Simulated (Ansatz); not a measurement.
## Sn (beta): a workflow

**The experiment.** The Crystallography Open Database holds a measured cell of tetragonal Sn (space group I4_1/amd) at 298 K (2016, doi:10.1039/c6dt01074a): a, c = 5.832, 3.182 Å, 27.06 Å³/atom.

The computed numbers are results of PBEsol, scalar-relativistic (no spin polarisation) in the plane-wave PAW code Ansatz at 420 eV, Γ-centred 16×16×16 mesh, 0.05 eV Gaussian smearing. The datasets are Ansatz's generated set soft_2.

The first cell, 0 % under the database's volume:

```xyz
2
Lattice="-2.9159 2.9159 1.5910 2.9159 -2.9159 1.5910 2.9159 2.9159 -1.5910" Properties=species:S:1:pos:R:3 pbc="T T T"
Sn    0.0000    2.9159    0.7955
Sn    0.0000    0.0000    0.0000
```

The runs in order:

```csv
run,level,k-mesh,kind,V (Å³/atom),P (GPa),E − E(final) (meV/atom),gap on the mesh (eV)
1,PBEsol,16×16×16,cell and atoms relaxed,26.86,0.0,0.0,metal
```

The final structure (symmetry read at 0.01 Å). The structure is tetragonal, space group I4_1/amd (No. 141). Conventional cell: a = 5.839 Å, b = 5.839 Å, c = 3.151 Å, α = 90.00°, β = 90.00°, γ = 90.00°. Sn (site symmetry -4m2) has 6 Sn at 3.02 to 3.15 Å as nearest neighbours. (Neighbours are counted to 15 % beyond the shortest distance.)

```csv
atom,site,symmetry,x,y,z
Sn,4a,-4m2,0.0000,0.5000,0.2500
```

At the final geometry the gap, band path included, is zero (metallic). The runs in the table took roughly 1.1 core-minutes.

**Comparison.** The computed cell (5.839, 3.151 Å, 26.86 Å³/atom) differs from the database's by −0.8 % in volume, about −0.3 % in length. The axes miss by +0.1 %, −1.0 %, so errors cancel in the volume. PBEsol was built to cure PBE's overestimate of volumes, and the static lattice lacks thermal expansion.
